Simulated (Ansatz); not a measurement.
A: Nb3B4 (space group Immm), a = 3.144 Å, b = 3.304 Å, c = 14.093 Å, α = β = γ = 90.00°
B: LaGa2 (space group P6/mmm), a = 4.2952 Å, b = 4.2952 Å, c = 4.4918 Å, α = 90.00°, β = 90.00°, γ = 120.00°
C: SnO2 (rutile), a = b = 4.7599 Å, c = 3.2008 Å, α = β = γ = 90.00°
D: Y3Al3NiGe2 (space group P-62m), a = b = 6.931 Å, c = 4.166 Å, α = β = 90.00°, γ = 120.00°

Scan: energy against volume (even scaling of the relaxed cell, symmetry kept). All come from one method, each on a k mesh of its own. All were relaxed with their symmetry unable to fall. LaGa2 is run without spin polarisation. Nb3B4 is run without spin polarisation. Y3Al3NiGe2 is run without spin polarisation.

Task: Order them by bulk modulus at fixed cell shape (fitted) (highest first) at the level r2SCAN (plane waves to 500 eV, PAW, scalar-relativistic; Ansatz, an electronic-structure program).

Result: A (283 GPa), C (211 GPa), D (92.8 GPa), B (73.5 GPa)

(Under strain, the slope of the energy per volume gives the stress and its curvature an elastic modulus.)
